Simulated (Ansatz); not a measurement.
Cu Kα1 powder pattern (kinematic, no thermal factors).
```json
{"2θ (°)": "30.38", "relative intensity": "4"}
{"2θ (°)": "37.55", "relative intensity": "100"}
{"2θ (°)": "43.09", "relative intensity": "16"}
{"2θ (°)": "43.90", "relative intensity": "37"}
{"2θ (°)": "48.66", "relative intensity": "4"}
{"2θ (°)": "54.32", "relative intensity": "2"}
{"2θ (°)": "63.20", "relative intensity": "21"}
{"2θ (°)": "63.82", "relative intensity": "12"}
{"2θ (°)": "67.60", "relative intensity": "3"}
{"2θ (°)": "71.13", "relative intensity": "3"}
{"2θ (°)": "75.31", "relative intensity": "9"}
{"2θ (°)": "76.46", "relative intensity": "27"}
{"2θ (°)": "80.12", "relative intensity": "11"}
{"2θ (°)": "87.48", "relative intensity": "3"}
```

The pattern is computed from a structure relaxed with Ansatz 0.2.0, DFT PBE, scalar-relativistic, plane waves, PAW. No spin polarisation. Its elements are N, W.

Question: Give the structure.

Answer: W$_{4}$N.
Space group P-4m2 (No. 115). a = 4.122 Å, b = 4.122 Å, c = 4.196 Å, α = 90.00°, β = 90.00°, γ = 90.00°
| atom | site | symmetry | x | y | z |
| --- | --- | --- | --- | --- | --- |
| W | 1a | -4m2 | 0.0000 | 0.0000 | 0.0000 |
| W | 2g | 2mm. | 0.0000 | 0.5000 | 0.5491 |
| W | 1b | -4m2 | 0.5000 | 0.5000 | 0.0000 |
| N | 1c | -4m2 | 0.5000 | 0.5000 | 0.5000 |

A pattern alone doesn't exclude other cells with like lines; this is the one computed.

Another cell of W4N relaxed alike, in C2/m, lies 109 meV/atom lower, so this cell isn't the stable form at this level.

The cell was found from a structure generator's guess, not taken from experiment.
